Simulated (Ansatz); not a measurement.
CsPbCl₃ in space group Amm2 (No. 38; Pearson symbol oS20) under volume change, plane-wave PAW PBEsol (Ansatz code), shape and atoms relaxed at each volume.

| V (Å³/atom) | E − E(relaxed) (meV/atom) | P (GPa) |
|---|---|---|
| 31.351 | ? | ? |
| 32.384 | ? | ? |
| 33.418 | 2.3 | 0.73 |
| 34.451 | 0.0 | 0.00 |
| 35.485 | 2.0 | -0.60 |
| 36.518 | 7.5 | -1.10 |
| 37.552 | 16.0 | -1.50 |

Complete the blanks.


- 31.351, E − E(relaxed) (meV/atom): 23.1
- 31.351, P (GPa): 2.58
- 32.384, E − E(relaxed) (meV/atom): 9.7
- 32.384, P (GPa): 1.60

What does a third-order Birch–Murnaghan fit give for V₀, B₀ and B′?

V₀ = 34.46 Å³/atom, B₀ = 21.7 GPa, B′ = 4.9.

The workflow started from a Materials Project entry (that database holds measured and hypothetical structures alike); the Crystallography Open Database copy checked does not list it. COD files the formula under space group No. 221. Whether it is the stable phase at ambient conditions was not checked. The PBEsol relaxation kept the symmetry of its start; its stability against distortions is not shown here. Spin–orbit coupling is left out wherever it is not named.

Potentials: the later of the program's two PAW sets.
